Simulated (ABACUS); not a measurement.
Input and output of a self-consistent single point for GePt2 (P-62m, 18 atoms in the cell; from Materials Project mp-20061) (ABACUS).

Method: PBEsol, numerical atomic orbitals DZP (confined pseudo-atomic orbitals; energy shift 0.01 Ry), PseudoDojo 0.4 standard norm-conserving PBEsol (tails mended) pseudopotentials run with ABACUS 3.10.1.

```
CELL_PARAMETERS angstrom
      6.74399     0.00000     0.00000
      0.00000    11.68093     0.00000
      0.00000     0.00000     3.54096
ATOMIC_POSITIONS crystal
  Ge 0.50000 0.16667 0.00000
  Ge 0.00000 0.33333 0.00000
  Ge 0.00000 0.00000 0.50000
  Ge 0.00000 0.66667 0.00000
  Ge 0.50000 0.83333 0.00000
  Ge 0.50000 0.50000 0.50000
  Pt 0.62181 0.00000 0.50000
  Pt 0.18910 0.18910 0.50000
  Pt 0.68910 0.31090 0.50000
  Pt 0.85846 0.14154 0.00000
  Pt 0.28308 0.00000 0.00000
  Pt 0.35846 0.35846 0.00000
  Pt 0.12180 0.50000 0.50000
  Pt 0.68910 0.68910 0.50000
  Pt 0.18910 0.81090 0.50000
  Pt 0.35846 0.64154 0.00000
  Pt 0.78308 0.50000 0.00000
  Pt 0.85846 0.85846 0.00000
```

Reference input (self-consistent single point, DFT, PBEsol, numerical atomic orbitals DZP (confined pseudo-atomic orbitals; energy shift 0.01 Ry), PseudoDojo 0.4 standard norm-conserving PBEsol (tails mended) pseudopotentials): basis = DZP numerical atomic orbitals, energy shift 0.01 Ry; KPT = Gamma 5 3 10 0.5 0.5 0.5; basis_type = lcao; dft_functional = PBESOL; ecutwfc = 100 Ry; smearing_method = gaussian; smearing_sigma = 0.0199916 Ry; potentials = PseudoDojo 0.4 standard norm-conserving PBEsol (tails mended); symmetry = 1; symmetry_prec = 1e-05; ks_solver = genelpa; scf_nmax = 100. This run's input differs from it in these lines:

```diff
@@ -12,3 +12,3 @@
 smearing_method      gaussian
-smearing_sigma       0.0199916
+smearing_sigma       0.00734986
 ks_solver            genelpa
@@ -70,3 +70,3 @@
 Gamma
-5 3 10 0.5 0.5 0.5
+6 3 10 0.5 0.5 0.5
```

Log, with long lists cut:

```
 SELF-CONSISTENT
 -------------------------------------------

                  longest orb rcut (Bohr) = 7
   longest nonlocal projector rcut (Bohr) = 1.94
                     search radius (Bohr) = 17.9

                          real space grid = [ 81, 144, 45 ]

                                 init_chg = atomic

 LCAO ALGORITHM --------------- ION=   1  ELEC=   1--------------------------------

 Density error is 0.042387377535
 E_KohnSham     -4202.3988968253     -57176.5702657378
 E_Fermi        1.5385951045         20.9336603367

 LCAO ALGORITHM --------------- ION=   1  ELEC=   2--------------------------------

   [... lines left out ...]

   [... 7 blocks of this kind left out ...]

 LCAO ALGORITHM --------------- ION=   1  ELEC=  10--------------------------------

 Density error is 3.39906237137e-06
 E_KohnSham     -4202.8179102608     -57182.2712359998
 E_Fermi        1.4926713872         20.3088361079

 LCAO ALGORITHM --------------- ION=   1  ELEC=  11--------------------------------

 Density error is 7.88046972815e-08
 E_KohnSham     -4202.8179102651     -57182.2712360583
 E_KS(sigma->0) -4202.8171469295     -57182.2608503443
 E_entropy(-TS) -0.0015266713        -0.0207714281
 E_Fermi        1.4926723812         20.3088496309
 charge density convergence is achieved
 final etot is -57182.271236 eV
 EFERMI = 20.308849631 eV

 STATE ENERGY(eV) AND OCCUPATIONS    NSPIN == 1
   [... 178 lines left out ...]

 --------------------------------------------
 !FINAL_ETOT_IS -57182.2712360583172995 eV
 --------------------------------------------
```

The run converged in 11 iterations. Against the reference run the free energy rises by 4.0 meV/atom.

The atom-centred basis is finite, which shifts total energies against plane waves. Forces and stress are left out: the polarisation orbitals used for some of these elements are too diffuse to give them reliably, and gaps can carry the same lack. This run is one point of a test of settings, so its values need not be converged; read them against the reference run alone. The structure comes from a collection of computed structures, made at another level of theory; the collection holds predicted forms beside known ones.

Cost on one core: very roughly 2.2 core-minutes.

The atomic orbitals were generated for these runs; they are not ABACUS's published sets and were checked against plane waves on a few crystals only.

“Tails mended”: in these copies of the files the far tail of each local potential was reset to the Coulomb form.
